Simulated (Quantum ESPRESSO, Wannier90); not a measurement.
Tight-binding from DFT: HfNCl (R-3m)

```
begin unit_cell_cart
ang
   -1.7822948930    3.0870253088    0.0000000000
   -3.5645897861    0.0000000000    0.0000000000
   -1.7822948930    1.0290084363    9.5231570000
end unit_cell_cart
begin atoms_frac
Hf   0.1212300000  0.1212300000 -0.3636900000
Hf  -0.1212300000 -0.1212300000  0.3636900000
N    0.1965600000  0.1965600000  0.4103200000
N   -0.1965600000 -0.1965600000 -0.4103200000
Cl   0.3913930000  0.3913930000 -0.1741790000
Cl  -0.3913930000 -0.3913930000  0.1741790000
end atoms_frac
```

Materials Project entry mp-541911; symmetrised, unrelaxed at this level. Not found in the COD (Crystallography Open Database) copy used; not checked further. Computed values, not measurements, from PBEsol: Quantum ESPRESSO (norm-conserving PseudoDojo potentials, cutoff 68 Ry, spinors with spin-orbit coupling) on a Γ-centred 4×4×4 mesh, then Wannier90. Density: 10×10×10 mesh, cold smearing 0.01 Ry. The cell is built of weakly bound layers, chains or molecules. Database cells relaxed without dispersion often hold them too far apart, which can enlarge gaps and weakens couplings between them; spacing and stacking were not compared with the measured crystal.

A tight-binding model is made by disentanglement and projection with no localisation steps (num_iter = 0), so the 44 orbitals stay atom-like: hydrogen-like Hf: d; N: p; Cl: p, axes along x, y, z; frozen window up to 3.69 eV relative to the valence-band maximum. It follows pw.x to 11 meV rms for states up to 3.2 eV relative to the valence-band maximum. Matrix elements depend on this choice of orbitals and windows.

Problem. What are the on-site energies relative to the valence-band maximum, and how fast do the hoppings decay?

Solution. 
```json
[
 {"atom": "Hf1", "orbitals": "dz2↑ dz2↓", "energy (eV)": "5.29"},
 {"atom": "Hf1", "orbitals": "dxz↑ dxz↓ dyz↑ dyz↓", "energy (eV)": "4.20"},
 {"atom": "Hf1", "orbitals": "dx2-y2↑ dx2-y2↓ dxy↑ dxy↓", "energy (eV)": "4.51"},
 {"atom": "Hf2", "orbitals": "dz2↑ dz2↓", "energy (eV)": "5.29"},
 {"atom": "Hf2", "orbitals": "dxz↑ dxz↓ dyz↑ dyz↓", "energy (eV)": "4.20"},
 {"atom": "Hf2", "orbitals": "dx2-y2↑ dx2-y2↓ dxy↑ dxy↓", "energy (eV)": "4.51"},
 {"atom": "N3", "orbitals": "pz↑ pz↓", "energy (eV)": "-0.48"},
 {"atom": "N3", "orbitals": "px↑ px↓ py↑ py↓", "energy (eV)": "-0.62"},
 {"atom": "N4", "orbitals": "pz↑ pz↓", "energy (eV)": "-0.48"},
 {"atom": "N4", "orbitals": "px↑ px↓ py↑ py↓", "energy (eV)": "-0.62"},
 {"atom": "Cl5", "orbitals": "pz↑ pz↓ px↑ px↓ py↑ py↓", "energy (eV)": "-2.36"},
 {"atom": "Cl6", "orbitals": "pz↑ pz↓ px↑ px↓ py↑ py↓", "energy (eV)": "-2.36"}
]
```

| distance of the centres (Å) | largest modulus (eV) |
|---|---|
| 1–2 | 1.7 |
| 2–3 | 2.7 |
| 3–4 | 0.58 |
| 4–5 | 0.14 |
| 5–6 | 0.12 |
